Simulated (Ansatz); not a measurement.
Method: DFT PBE, scalar-relativistic, plane waves, PAW in Ansatz 0.2.0. Settings: cutoff 420 eV, Γ-centred meshes spaced at most about 0.3 Å⁻¹, and about 0.25 Å⁻¹ or finer for metals (2π included), Gaussian smearing. Collinear spin in cells that started with moments and kept them past the coarse steps, no spin elsewhere.

Each of these unrelaxed guesses is relaxed in cell and atoms within its symmetry. A guess keeps its type if space group and coordination stay and the shape of the cell changes little (axis ratios within about 15 %, angles within 6°); the volume may change.

1. K2WF (collinear spin from parallel moments)

```cif
data_structure
_symmetry_space_group_name_H-M 'P6_3/mmc'
_symmetry_Int_Tables_number 194
_cell_length_a 3.8307
_cell_length_b 3.8307
_cell_length_c 13.6416
_cell_angle_alpha 90.000
_cell_angle_beta 90.000
_cell_angle_gamma 120.000
_cell_volume 173.36
loop_
_atom_site_label
_atom_site_type_symbol
_atom_site_symmetry_multiplicity
_atom_site_Wyckoff_symbol
_atom_site_fract_x
_atom_site_fract_y
_atom_site_fract_z
_atom_site_occupancy
K1 K 4 f 0.66667 0.33333 0.90290 1
W1 W 2 a 0.00000 0.00000 0.00000 1
F1 F 2 d 0.33333 0.66667 0.75000 1
```

2. Sc2SnS

```cif
data_structure
_symmetry_space_group_name_H-M 'P-3m1'
_symmetry_Int_Tables_number 164
_cell_length_a 4.2586
_cell_length_b 4.2586
_cell_length_c 5.5344
_cell_angle_alpha 90.000
_cell_angle_beta 90.000
_cell_angle_gamma 120.000
_cell_volume 86.92
loop_
_atom_site_label
_atom_site_type_symbol
_atom_site_symmetry_multiplicity
_atom_site_Wyckoff_symbol
_atom_site_fract_x
_atom_site_fract_y
_atom_site_fract_z
_atom_site_occupancy
Sc1 Sc 2 d 0.33333 0.66667 0.24488 1
Sn1 Sn 1 b 0.00000 0.00000 0.50000 1
S1 S 1 a 0.00000 0.00000 0.00000 1
```

3. AlGa3P4

```cif
data_structure
_symmetry_space_group_name_H-M 'P-4m2'
_symmetry_Int_Tables_number 115
_cell_length_a 3.7687
_cell_length_b 3.7687
_cell_length_c 10.6596
_cell_angle_alpha 90.000
_cell_angle_beta 90.000
_cell_angle_gamma 90.000
_cell_volume 151.40
loop_
_atom_site_label
_atom_site_type_symbol
_atom_site_symmetry_multiplicity
_atom_site_Wyckoff_symbol
_atom_site_fract_x
_atom_site_fract_y
_atom_site_fract_z
_atom_site_occupancy
Al1 Al 1 a 0.00000 0.00000 0.00000 1
Ga1 Ga 2 f 0.50000 0.50000 0.25000 1
Ga2 Ga 1 d 0.00000 0.00000 0.50000 1
P1 P 2 g 0.50000 0.00000 0.12500 1
P2 P 2 g 0.00000 0.50000 0.37500 1
```

Problem. Which keep their type?

Solution. Guess 3 keeps its type.

```
guess  kept  start group  end group  V start (Å³/atom)  V end  b/a and c/a, end over start  nearest neighbours start  nearest neighbours end
    1    no     P6_3/mmc   P6_3/mmc               21.7   19.9                   1.00, 1.84             F 6, K 3, W 6           F 6, K 3, W 6
    2    no        P-3m1      P-3m1               21.7   21.1                   1.00, 1.68           S 8, Sc 6, Sn 8        S 6, Sc 3, Sn 12
    3   yes        P-4m2      P-4m2               18.9   20.9                   1.00, 1.00           Al 4, Ga 4, P 4         Al 4, Ga 4, P 4
```

Neighbours count within 15 % of an atom's shortest distance; end groups are read at 0.02 Å (0.05 Å in metals).

These runs have no spin–orbit coupling, which can matter for W. Another magnetic order may lie lower. Cells relaxed within their symmetry can be saddle points.
